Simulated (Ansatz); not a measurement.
InP:
```cif
data_In2P2
_chemical_formula_sum 'In2 P2'
_space_group_name_H-M_alt 'P63/mmc'
_space_group_IT_number 194
_space_group_name_Hall '-P 6c 2c'
_cell_length_a 3.85453
_cell_length_b 3.85453
_cell_length_c 6.55113
_cell_angle_alpha 90.000
_cell_angle_beta 90.000
_cell_angle_gamma 120.000
loop_
_atom_site_label
_atom_site_type_symbol
_atom_site_symmetry_multiplicity
_atom_site_Wyckoff_symbol
_atom_site_fract_x
_atom_site_fract_y
_atom_site_fract_z
_atom_site_occupancy
In1 In 2 a 0.00000 0.00000 0.00000 1
P1 P 2 c 0.33333 0.66667 0.25000 1
```

Relaxed at zero pressure with plane-wave PAW r²SCAN (Ansatz code).

Problem. The volume is raised by 3 % and shape and atoms relax at that volume. What pressure results, and how do the axes share the change?

Solution. -2.3 GPa; a 1.1 %, b 1.1 %, c 0.8 %; the energy rises by 5 meV/atom.

Problem. Give the new structure.

Solution. 
Space group P6₃/mmc (No. 194); a = b = 3.896 Å, c = 6.605 Å, α = β = 90.00°, γ = 120.00°

```json
[
 {"atom": "In", "site": "2a", "symmetry": "-3m.", "x": "0.0000", "y": "0.0000", "z": "0.0000"},
 {"atom": "P", "site": "2c", "symmetry": "-6m2", "x": "0.3333", "y": "0.6667", "z": "0.2500"}
]
```

The phase is kept; no other phase was compared at this pressure.

Space group P6_3/mmc (NiAs type). The start of the workflow was typed in or built on a structure type; neither database checked (COD, Materials Project) lists it. It is not the phase usual at ambient conditions (space group No. 216). Symmetry was held in the r²SCAN relaxation; its stability against distortions is not shown here.

Potentials: the later of the program's two PAW sets.
